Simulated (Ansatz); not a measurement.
One crystal and one scan (scan of one atom of the cell) at two levels, PBE (plane waves to 420 eV, PAW, scalar-relativistic; Ansatz, a quantum-chemistry and plane-wave program) and PBEsol (plane waves to 420 eV, PAW, scalar-relativistic; Ansatz), each from its own relaxed cell and on its own mesh. The cell shown is that of PBE.

Starting cell, MgB₂ (AlB2 type, space group P6/mmm):

```xyz
3
Lattice="3.0743 0.0000 0.0000 -1.5372 2.6624 0.0000 0.0000 0.0000 3.5275" Properties=species:S:1:pos:R:3 pbc="T T T"
Mg     0.0000     0.0000     0.0000
B      0.0000     1.7750     1.7638
B      1.5372     0.8875     1.7638
```

In each cell atom 3 (B, nearest neighbour B at 1.775 Å; its periodic images, 3.1 Å or more away, move with it) moves by s·(0.000, 0.000, 1.000) (along Cartesian z), the rest being held.

E stands for the smeared free energy. MgB2 was relaxed with its symmetry unable to fall. With partly filled bands, energies and forces of such displacements shift with the k mesh and the smearing. Both scans cover s from -0.350 to 0.350 Å.

ΔE (meV/cell), each from the undisplaced structure of its own level:

| s (Å) | PBE | PBEsol |
|---|---|---|
| -0.350 | 671 | withheld |
| -0.280 | 431 | 440 |
| -0.210 | 243 | 248 |
| -0.140 | 108 | 111 |
| -0.070 | 27 | 28 |
| 0.000 | 0 | 0 |
| 0.070 | 27 | 28 |
| 0.140 | 108 | 111 |
| 0.210 | 243 | 248 |
| 0.280 | 431 | 440 |
| 0.350 | 671 | withheld |

Q: Estimate the PBEsol value at 0.350 from the PBE value there and the ratio of the two levels in the two nearest given rows on that side of the minimum.

A: At 0.280 and 0.210 the ratio PBEsol/PBE averages 1.021, which gives 1.021 × 671 = 685 meV/cell. The calculation gives 686 meV/cell, +2.2 % against PBE.

(A displaced cell: forces are minus the slopes of the energy, force constants its curvatures, and phonons follow from these.)
